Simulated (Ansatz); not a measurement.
BN in space group P6_3/mmc (No. 194; B on 2c, N on 2d) under volume change, LDA in the plane-wave PAW code Ansatz, shape and atoms relaxed at each volume.

| V (Å³/atom) | E − E(relaxed) (meV/atom) | P (GPa) |
|---|---|---|
| 7.924 | 8.7 | 4.28 |
| 8.186 | 3.4 | 2.39 |
| 8.447 | 0.7 | 0.98 |
| 8.708 | 0.0 | 0.00 |
| 8.969 | 0.6 | -0.68 |
| 9.231 | 2.1 | -1.09 |
| 9.492 | 4.0 | -1.33 |

**Question.** What does a third-order Birch–Murnaghan fit give for V₀, B₀ and B′?

**Answer.** V₀ = 8.71 Å³/atom, B₀ = 27.3 GPa, B′ = 11.9.

The cell was relaxed with LDA under the symmetry of its start; phonons on a q-mesh show no instability. A crystal of weakly bound layers computed without a dispersion correction: the cell and the soft elastic constants depend strongly on that.

Potentials: the later of the program's two PAW sets.
